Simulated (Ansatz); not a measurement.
LiInP2Se6:
```cif
data_In2Li2P4Se12
_chemical_formula_sum 'Li2 In2 P4 Se12'
_space_group_name_H-M_alt 'P-31c'
_space_group_IT_number 163
_space_group_name_Hall '-P 3 2c'
_cell_length_a 6.36894
_cell_length_b 6.36894
_cell_length_c 13.25409
_cell_angle_alpha 90.000
_cell_angle_beta 90.000
_cell_angle_gamma 120.000
loop_
_atom_site_label
_atom_site_type_symbol
_atom_site_symmetry_multiplicity
_atom_site_Wyckoff_symbol
_atom_site_fract_x
_atom_site_fract_y
_atom_site_fract_z
_atom_site_occupancy
Li1 Li 2 a 0.00000 0.00000 0.25000 1
In1 In 2 d 0.66667 0.33333 0.25000 1
P1 P 4 f 0.33333 0.66667 0.16522 1
Se1 Se 12 i 0.00653 0.32861 0.11897 1
```

This is the PBE+D3(BJ)-relaxed structure.

**Question.** All from PBE+D3(BJ) in the plane-wave PAW code Ansatz, unless another level is named. Give the band gap.

**Answer.** 1.11 eV (indirect).

**Question.** And the weight of the conduction-edge state by species (Voronoi cells)?

**Answer.** Se 58 %, In 25 %, P 14 %, Li 2 %.

**Question.** Predict the conduction-band minimum.

**Answer.** at Γ.

The start of the workflow was typed in or built on a structure type; neither database checked (COD, Materials Project) lists it. Its standing as an ambient phase is unchecked. The PBE+D3(BJ) relaxation kept the symmetry of its start; its stability against distortions is not shown here. The volume moved by -20 % from the start of the relaxation. Scalar-relativistic: spin–orbit coupling is off unless named, which matters more the heavier the elements.

Potentials: the later of the program's two PAW sets.
